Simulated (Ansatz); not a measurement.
A generated cell, not matched to a known phase here, of PtSe: Fm-3m (No. 225), cF8, rock salt type; a = b = c = 5.291 Å, α = β = γ = 90.00°; Se 4a (0.000, 0.000, 0.000); Pt 4b (0.500, 0.500, 0.500). Computed with PBE (plane waves to 420 eV, PAW, scalar-relativistic; Ansatz, a program for electronic structure). Element references, the lowest calculated here: Pt (Fm-3m), Se (P3₁21).

Total energies (eV/atom, σ → 0; comparable only within this code, potentials and settings):

```
phase         E (eV/atom)
------------  -----------
PtSe (Fm-3m)    -8996.059
Pt (Fm-3m)     -12523.016
Se (P3₁21)      -5469.079
```

What is the formation energy of this Fm-3m form of PtSe from the elements?

E_f = -8996.059 − [1 × (-12523.016) + 1 × (-5469.079)] / 2 = -0.01 eV/atom (0.0 eV per formula unit).

A lower structure of this composition may exist, and whether it forms at all is not checked here.

Static energies, no anion corrections, no zero-point energy. Values are rounded to 0.01 eV/atom. Not shown to be the ambient phase of their composition (a lower form may be missing, and a cell relaxed within its start's symmetry can be a saddle point): PtSe (Fm-3m). Spin-orbit coupling is missing from these energies, which matters for elements this heavy. The compounds carry no spin polarisation.
